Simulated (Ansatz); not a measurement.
CuAu (CuAu type, space group P4/mmm)

```
CuAu
1.0
    2.86058     0.00000     0.00000
    0.00000     2.86058     0.00000
    0.00000     0.00000     3.55181
Cu Au
1 1
Direct
  0.50000   0.50000   0.50000
  0.00000   0.00000   0.00000
```

In this cell atom 2 (Au, nearest neighbour Cu at 2.692 Å; its periodic images, 2.9 Å or more away, move with it) is moved by s along Cartesian [111], unit vector (0.577, 0.577, 0.577); all other atoms and the cell stay fixed.

These are r2SCAN (plane waves to 500 eV, PAW, scalar-relativistic; Ansatz, a first-principles code) values and carry that method's errors. k mesh 13×13×11 (Γ-centred), Fermi-Dirac smearing 0.05 eV. E stands for the smeared free energy. With partly filled bands, energies and forces of such displacements shift with the k mesh and the smearing. On this mesh the relaxed cell isn't quite at rest: it carries a pressure of -0.1 GPa (compression positive) at the zero of the scan. CuAu is run without spin polarisation. CuAu was relaxed with its symmetry unable to fall. Spin-orbit coupling is left out, though Au is heavy. ΔE is measured from the undisplaced structure. The last digit holds for this mesh only.

| s (Å) | ΔE (meV/cell) |
|---|---|
| -0.270 | 193.5 |
| -0.216 | 119.1 |
| -0.162 | 65.0 |
| -0.108 | 28.3 |
| -0.054 | 7.0 |
| 0.000 | 0.0 |
| 0.054 | 7.0 |
| 0.108 | 28.3 |
| 0.162 | 65.0 |
| 0.216 | 119.1 |
| 0.270 | 193.5 |

What force constant k = d²E/ds² at s = 0 does the table give?

4.8 eV/Å². It is the second difference of the nearest points, corrected with the next pair.

With k = 4.76 eV/Å² from the forces, is the well harmonic out to s = 0.270 Å?

½ks² = 174 meV/cell against the computed 193 meV/cell, so the well is stiffer than harmonic there.

(For displaced atoms, the force is minus the slope of the energy, and its curvature is a force constant, which sets phonon frequencies.)
